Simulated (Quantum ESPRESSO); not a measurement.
GaSiHfO5F, one run as intended and one with a planted mistake

Simulated, not a measurement. The program is pw.x of Quantum ESPRESSO 7.5 (plane-wave density functional theory). The cell is made up: 9 atoms on a corundum lattice with one site empty, with randomly drawn elements, strain and displacements, not relaxed. PseudoDojo standard norm-conserving files (v0.5 for PBE, v0.4.1 for LDA and PBEsol) set the functional; there is no spin polarisation, spin-orbit coupling or dispersion term, and the masses in the input are unused placeholders.

The hafnium pseudopotential is less sure than the others, with forces about 3 percent (worst 6) and pressure in oxides about 1.5 GPa (worst 2.7) from a second method in checks, which no rerun with the same files tests.

Intended input:

```
&control calculation='scf', pseudo_dir='./dojo.nc.sr.pbe.v0_5.standard.upf', outdir='./o', disk_io='medium', tprnfor=.true., tstress=.true. /
&system ibrav=0, nat=9, ntyp=5, nbnd=39, ecutwfc=84.00895049, nosym=.true., tot_charge=0,
 occupations='smearing', smearing='fd', degauss=0.0018374661
/
&electrons conv_thr=7.350e-09, electron_maxstep=60, /
ATOMIC_SPECIES
F 1.0 F.upf
Ga 1.0 Ga.upf
Hf 1.0 Hf.upf
O 1.0 O.upf
Si 1.0 Si.upf
CELL_PARAMETERS angstrom
2.6842 1.6832 4.9193
-2.7719 1.6363 4.9838
-0.0845 -3.0872 4.8761
ATOMIC_POSITIONS angstrom
Ga -0.2568 0.1242 5.2969
Si -0.2796 0.1828 9.6003
Hf -0.1589 0.2024 12.5756
O -0.9538 1.7158 8.7216
O -0.9882 -1.527 8.5854
O 1.8784 0.2058 8.5752
O 1.0003 -1.6027 6.0629
F 0.6378 1.7073 6.1694
O -1.9068 -0.1662 6.256
K_POINTS automatic
5 5 5 1 1 1
```

The log is shortened where brackets say so; the opening notice, blank lines, dates and the lines on written files are dropped, and the path of the files is cut. It prints rydbergs, bohrs and kilobars, and counts compression as positive stress. Where no state is partly filled, the Fermi energy that it prints is only some level between the filled and the empty states on the mesh, and need not lie in the true gap.

Log of the intended run:

```
     Program PWSCF v.7.5
     Parallel version (MPI & OpenMP), running on       1 processor cores
     Number of MPI processes:                 1
     Threads/MPI process:                     1
     [start-up lines left out]
     bravais-lattice index     =            0
     lattice parameter (alat)  =      11.0573  a.u.
     unit-cell volume          =     860.6400 (a.u.)^3
     number of atoms/cell      =            9
     number of atomic types    =            5
     number of electrons       =        66.00
     number of Kohn-Sham states=           39
     kinetic-energy cutoff     =      84.0090  Ry
     charge density cutoff     =     336.0358  Ry
     scf convergence threshold =      7.3E-09
     mixing beta               =       0.7000
     number of iterations used =            8  plain     mixing
     Exchange-correlation= PBE
                           (   1   4   3   4   0   0   0)
     [axes and pseudopotential details left out]
   Cartesian axes
     site n.     atom                  positions (alat units)
         1        Ga     tau(   1) = (  -0.0438878   0.0212261   0.9052532  )
         2        Si     tau(   2) = (  -0.0477843   0.0312410   1.6407149  )
         3        Hf     tau(   3) = (  -0.0271564   0.0345907   2.1492010  )
         4        O      tau(   4) = (  -0.1630068   0.2932344   1.4905429  )
         5        O      tau(   5) = (  -0.1688858  -0.2609681   1.4672660  )
         6        O      tau(   6) = (   0.3210232   0.0351717   1.4655228  )
         7        O      tau(   7) = (   0.1709537  -0.2739054   1.0361645  )
         8        F      tau(   8) = (   0.1090016   0.2917818   1.0543656  )
         9        O      tau(   9) = (  -0.3258768  -0.0284040   1.0691658  )
     number of k points=    63  Fermi-Dirac smearing, width (Ry)=  0.0018
                       cart. coord. in units 2pi/alat
        k(    1) = (   0.0014210  -0.0019008   0.1188206), wk =   0.0320000
        k(    2) = (   0.0045343  -0.2497769   0.2019358), wk =   0.0320000
     [further k points left out]
     Dense  grid:    89497 G-vectors     FFT dimensions: (  72,  72,  64)
     Estimated max dynamical RAM per process >     147.17 MB
     Initial potential from superposition of free atoms
     starting charge      65.9948, renormalised to      66.0000
     Starting wfcs are   47 randomized atomic wfcs
     total cpu time spent up to now is       30.1 secs
     per-process dynamical memory:   109.8 Mb
     Self-consistent Calculation
     iteration #  1     ecut=    84.01 Ry     beta= 0.70
     Davidson diagonalization with overlap
     ethr =  1.00E-02,  avg # of iterations =  2.0
     total cpu time spent up to now is       93.7 secs
     total energy              =    -487.88461362 Ry
     estimated scf accuracy    <       2.70237789 Ry
     iteration #  2     ecut=    84.01 Ry     beta= 0.70
     Davidson diagonalization with overlap
     ethr =  4.09E-03,  avg # of iterations =  3.0
     total cpu time spent up to now is      173.1 secs
     total energy              =    -487.91631587 Ry
     estimated scf accuracy    <       7.28945196 Ry
     [iterations 3 to 13 left out]
     iteration # 14     ecut=    84.01 Ry     beta= 0.70
     Davidson diagonalization with overlap
     ethr =  3.30E-11,  avg # of iterations =  2.5
     total cpu time spent up to now is      815.3 secs
     total energy              =    -489.27891626 Ry
     estimated scf accuracy    <          9.1E-09 Ry
     iteration # 15     ecut=    84.01 Ry     beta= 0.70
     Davidson diagonalization with overlap
     ethr =  1.38E-11,  avg # of iterations =  2.0
     total cpu time spent up to now is      845.7 secs
     End of self-consistent calculation
     [lines on levels left out]
     the Fermi energy is     5.6621 ev
!    total energy              =    -489.27891626 Ry
     estimated scf accuracy    <          1.0E-09 Ry
     smearing contrib. (-TS)   =      -0.00000000 Ry
     internal energy E=F+TS    =    -489.27891626 Ry
     The total energy is F=E-TS. E is the sum of the following terms:
     one-electron contribution =    -203.24896928 Ry
     hartree contribution      =     139.03328251 Ry
     xc contribution           =    -125.56691620 Ry
     ewald contribution        =    -299.49631329 Ry
     convergence has been achieved in  15 iterations
     Forces acting on atoms (cartesian axes, Ry/au):
     atom    1 type  2   force =    -0.01329629   -0.06307267   -0.04414125
     atom    2 type  5   force =    -0.07674389    0.06338665   -0.04548214
     atom    3 type  3   force =    -0.03931077    0.05527133    0.04272053
     atom    4 type  4   force =     0.05343733   -0.10721278    0.06854823
     atom    5 type  4   force =     0.06231424    0.06200942    0.11039770
     atom    6 type  4   force =    -0.07663248   -0.02073977    0.05629047
     atom    7 type  4   force =     0.10291496    0.07895137   -0.08290257
     atom    8 type  1   force =    -0.01947618    0.00265136   -0.02793810
     atom    9 type  4   force =     0.00679309   -0.07124492   -0.07749286
     Total force =     0.330049     Total SCF correction =     0.000060
     Computing stress (Cartesian axis) and pressure
          total   stress  (Ry/bohr**3)                   (kbar)     P=     -233.90
  -0.00165610  -0.00004330   0.00017661         -243.62       -6.37       25.98
  -0.00004330  -0.00183790  -0.00005331           -6.37     -270.36       -7.84
   0.00017661  -0.00005331  -0.00127604           25.98       -7.84     -187.71
     init_run     :     29.45s CPU     29.95s WALL (       1 calls)
     electrons    :    776.97s CPU    815.70s WALL (       1 calls)
     forces       :      5.16s CPU      5.23s WALL (       1 calls)
     stress       :     21.71s CPU     21.91s WALL (       1 calls)
     [timing details left out]
     PWSCF        :  13m53.58s CPU  14m33.52s WALL
     JOB DONE.
```

A second run has one planted mistake: the plane-wave cutoff is too low. The input lines that differ, file-writing options aside:

```
- &system ibrav=0, nat=9, ntyp=5, nbnd=39, ecutwfc=84.00895049, nosym=.true., tot_charge=0,
+ &system ibrav=0, nat=9, ntyp=5, nbnd=39, ecutwfc=48.72960120, nosym=.true., tot_charge=0,
```

Its log:

```
     Program PWSCF v.7.5
     Parallel version (MPI & OpenMP), running on       1 processor cores
     Number of MPI processes:                 1
     Threads/MPI process:                     1
     [start-up lines left out]
     bravais-lattice index     =            0
     lattice parameter (alat)  =      11.0573  a.u.
     unit-cell volume          =     860.6400 (a.u.)^3
     number of atoms/cell      =            9
     number of atomic types    =            5
     number of electrons       =        66.00
     number of Kohn-Sham states=           39
     kinetic-energy cutoff     =      48.7296  Ry
     charge density cutoff     =     194.9184  Ry
     scf convergence threshold =      7.3E-09
     mixing beta               =       0.7000
     number of iterations used =            8  plain     mixing
     Exchange-correlation= PBE
                           (   1   4   3   4   0   0   0)
     [axes and pseudopotential details left out]
   Cartesian axes
     site n.     atom                  positions (alat units)
         1        Ga     tau(   1) = (  -0.0438878   0.0212261   0.9052532  )
         2        Si     tau(   2) = (  -0.0477843   0.0312410   1.6407149  )
         3        Hf     tau(   3) = (  -0.0271564   0.0345907   2.1492010  )
         4        O      tau(   4) = (  -0.1630068   0.2932344   1.4905429  )
         5        O      tau(   5) = (  -0.1688858  -0.2609681   1.4672660  )
         6        O      tau(   6) = (   0.3210232   0.0351717   1.4655228  )
         7        O      tau(   7) = (   0.1709537  -0.2739054   1.0361645  )
         8        F      tau(   8) = (   0.1090016   0.2917818   1.0543656  )
         9        O      tau(   9) = (  -0.3258768  -0.0284040   1.0691658  )
     number of k points=    63  Fermi-Dirac smearing, width (Ry)=  0.0018
                       cart. coord. in units 2pi/alat
        k(    1) = (   0.0014210  -0.0019008   0.1188206), wk =   0.0320000
        k(    2) = (   0.0045343  -0.2497769   0.2019358), wk =   0.0320000
     [further k points left out]
     Dense  grid:    39491 G-vectors     FFT dimensions: (  50,  50,  50)
     Estimated max dynamical RAM per process >      69.37 MB
     Check: negative core charge=   -0.000150
     Initial potential from superposition of free atoms
     starting charge      65.9948, renormalised to      66.0000
     Starting wfcs are   47 randomized atomic wfcs
     total cpu time spent up to now is        7.6 secs
     per-process dynamical memory:    41.6 Mb
     Self-consistent Calculation
     iteration #  1     ecut=    48.73 Ry     beta= 0.70
     Davidson diagonalization with overlap
     ethr =  1.00E-02,  avg # of iterations =  2.0
     total cpu time spent up to now is       25.9 secs
     total energy              =    -487.09765036 Ry
     estimated scf accuracy    <       2.45656719 Ry
     iteration #  2     ecut=    48.73 Ry     beta= 0.70
     Davidson diagonalization with overlap
     ethr =  3.72E-03,  avg # of iterations =  3.1
     total cpu time spent up to now is       44.9 secs
     total energy              =    -487.12504246 Ry
     estimated scf accuracy    <       6.34602060 Ry
     [iterations 3 to 12 left out]
     iteration # 13     ecut=    48.73 Ry     beta= 0.70
     Davidson diagonalization with overlap
     ethr =  7.99E-11,  avg # of iterations =  3.8
     total cpu time spent up to now is      238.8 secs
     total energy              =    -488.33223559 Ry
     estimated scf accuracy    <       0.00000005 Ry
     iteration # 14     ecut=    48.73 Ry     beta= 0.70
     Davidson diagonalization with overlap
     ethr =  7.87E-11,  avg # of iterations =  2.0
     total cpu time spent up to now is      252.9 secs
     End of self-consistent calculation
     [lines on levels left out]
     the Fermi energy is     5.4246 ev
!    total energy              =    -488.33223559 Ry
     estimated scf accuracy    <          2.5E-09 Ry
     smearing contrib. (-TS)   =      -0.00000000 Ry
     internal energy E=F+TS    =    -488.33223559 Ry
     The total energy is F=E-TS. E is the sum of the following terms:
     one-electron contribution =    -201.32247348 Ry
     hartree contribution      =     137.62489053 Ry
     xc contribution           =    -125.13833934 Ry
     ewald contribution        =    -299.49631330 Ry
     convergence has been achieved in  14 iterations
     Forces acting on atoms (cartesian axes, Ry/au):
     atom    1 type  2   force =    -0.01767204   -0.06461351   -0.04012245
     atom    2 type  5   force =    -0.07641367    0.06330243   -0.04493441
     atom    3 type  3   force =    -0.03909458    0.05508870    0.04400645
     atom    4 type  4   force =     0.05637060   -0.10694156    0.06666255
     atom    5 type  4   force =     0.06268245    0.06361809    0.10721120
     atom    6 type  4   force =    -0.07908237   -0.02081996    0.05689948
     atom    7 type  4   force =     0.10241485    0.07820302   -0.08013844
     atom    8 type  1   force =    -0.02075311    0.00161711   -0.03076795
     atom    9 type  4   force =     0.01154787   -0.06945431   -0.07881642
     Total force =     0.329381     Total SCF correction =     0.000086
     Computing stress (Cartesian axis) and pressure
          total   stress  (Ry/bohr**3)                   (kbar)     P=    -1143.75
  -0.00784195  -0.00004746   0.00017226        -1153.59       -6.98       25.34
  -0.00004746  -0.00801590  -0.00004703           -6.98    -1179.18       -6.92
   0.00017226  -0.00004703  -0.00746722           25.34       -6.92    -1098.47
     init_run     :      6.92s CPU      7.49s WALL (       1 calls)
     electrons    :    232.46s CPU    245.36s WALL (       1 calls)
     forces       :      2.63s CPU      2.67s WALL (       1 calls)
     stress       :     10.39s CPU     10.45s WALL (       1 calls)
     [timing details left out]
     PWSCF        :   4m12.58s CPU   4m26.52s WALL
     JOB DONE.
```

|  | intended run | run with the mistake |
| --- | --- | --- |
| free energy (eV) | -6656.979 | -6644.099 |
| smearing term -TS (eV) | 0.0000 | 0.0000 |
| pressure (GPa) | -23.39 | -114.37 |
| largest force component (eV/Å) | 2.838 | 2.757 |
| largest change of a force component (eV/Å) |  | 0.122 |
| iterations | 15 | 14 |

For scale, a rerun of the intended cell at a cutoff of 1437 eV and k mesh 7 x 7 x 7 moved values by no more than 0.003 eV in energy, 0.03 GPa in stress and 0.002 eV/Å in force.